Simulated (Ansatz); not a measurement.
BaBiO₃ in space group C2/m (No. 12; Pearson symbol mS20) at seven volumes, DFT-LDA in the program Ansatz with PAW potentials, shape and atoms relaxed at each. One row is withheld.

```json
[
 {"V (Å³/atom)": "14.472", "P (GPa)": "14.71"},
 {"V (Å³/atom)": "14.950", "P (GPa)": "8.99"},
 {"V (Å³/atom)": "15.427", "P (GPa)": "?"},
 {"V (Å³/atom)": "15.904", "P (GPa)": "0.00"},
 {"V (Å³/atom)": "16.381", "P (GPa)": "-3.49"},
 {"V (Å³/atom)": "16.858", "P (GPa)": "-6.42"},
 {"V (Å³/atom)": "17.335", "P (GPa)": "-8.89"}
]
```

### Question
Fit the shown pressures and predict the withheld one.

### Answer
P = (3/2)B₀(x^(7/2) − x^(5/2))[1 + (3/4)(B′ − 4)(x − 1)] with x = (V₀/V)^(2/3). Least squares on the six rows gives V₀ = 15.904 Å³/atom, B₀ = 126 GPa, B′ = 4.56. At V = 15.427, x = 1.0205 and P = 4.11 GPa. The run itself gave 4.13 GPa.

The workflow started from an entry of the Crystallography Open Database (COD), which files this formula under 4 space groups. Its standing as an ambient phase is unchecked. The LDA relaxation kept the symmetry of its start; of distortions, only those at the zone centre were tested. Spin–orbit coupling is left out wherever it is not named.

Potentials: the later of the program's two PAW sets.
